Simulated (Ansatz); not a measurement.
The calculation used DFT PBE, scalar-relativistic, plane waves, PAW (Ansatz 0.2.0). Plane waves to 420 eV, a 12×12×12 mesh through Γ for the 6-atom cell and 0.02 eV Gaussian smearing; no spin polarisation.

Formation energies are uncorrected and refer to the elements' standard structures at the same level (N₂ as a molecule).

Problem. Propose a candidate for a tetragonal semiconductor made of Al, Ga and N, with a gap near 2.2 eV, a formation energy near −0.74 eV/atom and about 11 Å³ per atom, in a cell of 6 atoms.

Solution. AlGa2N3, space group I-4m2 (No. 119). Al has 4 N at 1.91 Å; Ga is surrounded by 4 N at 1.96–1.97 Å; N on a site of symmetry 2mm is surrounded by 2 Al at 1.91 Å and 2 Ga at 1.97 Å; N on a site of symmetry -4m2 has 4 Ga at 1.96 Å.

```yaml
crystal:
  lattice:
    - [-1.59232, 1.59232, 6.73581]
    - [1.59232, -1.59232, 6.73581]
    - [1.59232, 1.59232, -6.73581]
  atoms:
    - { symbol: Al, position: [0.50000, 0.50000, 0.00000] }
    - { symbol: Ga, position: [0.83539, 0.83539, 0.00000] }
    - { symbol: Ga, position: [0.16461, 0.16461, 0.00000] }
    - { symbol: N, position: [0.42152, 0.92152, 0.50000] }
    - { symbol: N, position: [0.07848, 0.57848, 0.50000] }
    - { symbol: N, position: [0.75000, 0.25000, 0.50000] }
```

* Volume per atom: 11.39 Å³
* Density: 5.07 g/cm³
* Formation energy: −0.738 eV/atom
* Gap on the 12×12×12 mesh of the 6-atom cell: 2.24 eV

It was reached by relaxing an invented guess, and it needn't be the stable form of this composition. Other answers may fit too; this one was computed.

Kohn–Sham gaps at this level usually fall short of measured ones. A later test with randomly moved atoms came back to the same energy, though modes that don't fit the test's cell weren't probed.
